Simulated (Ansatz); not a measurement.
Data:

BAs:
Space group P6₃mc (No. 186); a = 3.329 Å, b = 3.329 Å, c = 5.513 Å, α = 90.00°, β = 90.00°, γ = 120.00°

```tsv
atom	site	symmetry	x	y	z
B	2b	3m.	0.3333	0.6667	0.3745
As	2b	3m.	0.3333	0.6667	0.0005
```

This is the LDA-relaxed structure.

### Question
All from plane-wave PAW LDA (Ansatz code), unless another level is named. Give the electronic dielectric constant ε∞ (DFPT).

### Answer
9.31 (xx = yy), 10.1 (zz).

### Question
And the static dielectric constant ε0 (ions relaxed, cell fixed)?

### Answer
9.43 (xx = yy), 10.2 (zz).

### Question
Next, the largest static χ(2) component?

### Answer
31 pm/V.

### Question
Predict the Born charges (a third of the trace).

### Answer
B -0.56, As +0.56 e.

Space group P6_3mc (wurtzite). The first step of the workflow began from a Materials Project structure, measured or hypothetical; the Crystallography Open Database copy checked does not list it. It is not the phase usual at ambient conditions (space group No. 216). The cell was relaxed with LDA under the symmetry of its start; whether a distortion lowers the energy is not shown. Spin–orbit coupling is left out wherever it is not named.

Potentials: the earlier of the program's two PAW sets. The files were generated under PBE; for other functionals the program regenerates the frozen cores, and for LDA and PBEsol the local potential too.
